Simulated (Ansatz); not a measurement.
C in space group Imma (No. 74; C on 8g, C on 8h) at seven volumes, DFT-PBEsol in the program Ansatz with PAW potentials, shape and atoms relaxed at each. One row is withheld.

```json
[
 {"V (Å³/atom)": "6.966", "P (GPa)": "16.08"},
 {"V (Å³/atom)": "7.196", "P (GPa)": "9.93"},
 {"V (Å³/atom)": "7.426", "P (GPa)": "4.54"},
 {"V (Å³/atom)": "7.655", "P (GPa)": "0.00"},
 {"V (Å³/atom)": "7.885", "P (GPa)": "-3.76"},
 {"V (Å³/atom)": "8.115", "P (GPa)": "-6.85"},
 {"V (Å³/atom)": "8.344", "P (GPa)": "?"}
]
```

**Question.** Fit the shown pressures and predict the withheld one.

**Answer.** Third-order Birch–Murnaghan: P = (3/2)B₀(x^(7/2) − x^(5/2))[1 + (3/4)(B′ − 4)(x − 1)] with x = (V₀/V)^(2/3). Least squares on the six rows gives V₀ = 7.659 Å³/atom, B₀ = 136.4 GPa, B′ = 4.64. At V = 8.344, x = 0.9445 and P = -9.58 GPa. The run itself gave -9.42 GPa.

The start of the workflow was typed in or built on a structure type; neither database checked (COD, Materials Project) lists it. It is not the phase usual at ambient conditions (space group No. 194, 227). The PBEsol relaxation kept the symmetry of its start; its stability against distortions is not shown here.

Potentials: the later of the program's two PAW sets.
